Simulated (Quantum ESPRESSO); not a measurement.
pw.x input (Quantum ESPRESSO 7.5; PBEsol, PseudoDojo standard norm-conserving files, scalar-relativistic):

```
&CONTROL
  calculation = 'scf'
  pseudo_dir = './pseudo'
  outdir = './out'
  tprnfor = .true.
  tstress = .true.
/
&SYSTEM
  ibrav = 0
  nat = 3
  ntyp = 2
  ecutwfc = 82.0
  ecutrho = 328.0
  occupations = 'smearing'
  smearing = 'fd'
  degauss = 0.002
  nbnd = 13
/
&ELECTRONS
  conv_thr = 3e-10
/
ATOMIC_SPECIES
C 12.0110 C.upf
Ca 40.0780 Ca.upf
CELL_PARAMETERS angstrom
 -1.909973298000   1.909973298000   3.168637954000
  1.909973298000  -1.909973298000   3.168637954000
  1.909973298000   1.909973298000  -3.168637954000
ATOMIC_POSITIONS crystal
C   0.599549602300   0.599549602300   0.000000000000
C   0.400450397700   0.400450397700   0.000000000000
Ca   0.000000000000  -0.000000000000   0.000000000000
K_POINTS automatic
10 10 10 0 0 0
```

End of the output:

```
     total energy              =    -101.28936479 Ry
     estimated scf accuracy    <       0.00000001 Ry
     total energy              =    -101.28936480 Ry
     estimated scf accuracy    <          6.4E-09 Ry
     total energy              =    -101.28936480 Ry
     estimated scf accuracy    <          9.5E-10 Ry
[...]
     the Fermi energy is     5.8232 ev
!    total energy              =    -101.28936480 Ry
     estimated scf accuracy    <          5.1E-12 Ry
     smearing contrib. (-TS)   =      -0.00000000 Ry
     internal energy E=F+TS    =    -101.28936480 Ry
     The total energy is F=E-TS. E is the sum of the following terms:
     one-electron contribution =     -28.57926572 Ry
     hartree contribution      =      20.48528062 Ry
     xc contribution           =     -22.85875905 Ry
     ewald contribution        =     -70.33662065 Ry
     convergence has been achieved in  11 iterations
     Forces acting on atoms (cartesian axes, Ry/au):
     atom    1 type  1   force =     0.00000000    0.00000000   -0.00002688
     atom    2 type  1   force =     0.00000000    0.00000000    0.00002688
     atom    3 type  2   force =    -0.00000000   -0.00000000    0.00000000
     Total force =     0.000038     Total SCF correction =     0.000001
     Computing stress (Cartesian axis) and pressure
          total   stress  (Ry/bohr**3)                   (kbar)     P=       -0.25
  -0.00000153   0.00000000  -0.00000000           -0.22        0.00       -0.00
   0.00000000  -0.00000153  -0.00000000            0.00       -0.22       -0.00
   0.00000000   0.00000000  -0.00000199            0.00        0.00       -0.29
```
In a gapped system the printed Fermi energy is only some level inside the gap.

Geometry relaxed with PBEsol.
